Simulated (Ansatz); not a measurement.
Stackings of close-packed layers of Ni (one atom a layer), each relaxed to a stress under 0.05 GPa; h and k mark layers whose two neighbours have the same or different letters; energies count from the stacking AB (P6_3/mmc).

These are results of DFT PBEsol, scalar-relativistic, plane waves, PAW (Ansatz), not measurements.

Cutoff 420 eV, Gaussian smearing of 0.10 eV, energies at zero smearing, symmetry of each start kept, collinear spin where a moment is listed.

```
                    start atoms k mesh excess energy (meV/atom) excess energy on a denser mesh (meV/atom) spacing of like layers (Å) a (Å) size of the moment (μB per cell) denser mesh
                ABC (kkk)      3  18×18×7                     -27.9                                      -27.5                       2.000  2.448                              1.87     30×30×14
        ABCABCB (hkkkkhk)      7  18×18×3                     -20.4                                      -20.2                       2.003  2.447                              4.33      30×30×6
ABCACABACAB (hkkhhkhkhkh)     11  18×18×2                     -13.5                                          -                       2.006  2.446                              6.68            -
```

Zero in every row: gap on the mesh (eV).

Small energy differences in metals hang on the k mesh (about 10 mJ/m² or 1 to 2 meV/atom on the mesh of the relaxation).

Cost: 3 runs of about 40 core-minutes in all, on AMD EPYC (Zen 3) (shared hosts).